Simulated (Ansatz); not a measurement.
Question: Each is relaxed and computed with DFT-r²SCAN in the program Ansatz with PAW potentials. Which is the only metal?
A. CsVBr3, P6_3/mmc (Cs on 2d, V on 2a, Br on 6h)
B. SiC, Pm-3n (Si on 6c, C on 6d)
C. V5Si3, I4/mcm (V on 16k, V on 4b, Si on 8h, Si on 4a)
D. Si3N4, I-43d (N on 16c, Si on 12b)

Answer: C, V5Si3, I4/mcm (V on 16k, V on 4b, Si on 8h, Si on 4a). V5Si3: metal; CsVBr3: gap 2.47 eV (indirect); Si3N4: gap 4.74 eV (indirect); SiC: gap 2.10 eV (indirect). Spin orders computed, not proven ground states: CsVBr3, P6_3/mmc (Cs on 2d, V on 2a, Br on 6h) antiferromagnetic. Typed or built starts, not in the databases checked: SiC, Pm-3n (Si on 6c, C on 6d). Not the usual ambient phase: Si3N4, I-43d (N on 16c, Si on 12b); SiC, Pm-3n (Si on 6c, C on 6d). Standing as an ambient phase not checked: V5Si3, I4/mcm (V on 16k, V on 4b, Si on 8h, Si on 4a); CsVBr3, P6_3/mmc (Cs on 2d, V on 2a, Br on 6h). All cells were relaxed under the symmetry of their starts (and spin orders); stability against distortions was not tested throughout. Cells of antiferromagnets are given as chemical subcells. Rows with no word on spin ran without spin polarisation. Scalar-relativistic: spin–orbit coupling is off unless named, which matters more the heavier the elements.

Potentials: the later of the program's two PAW sets.
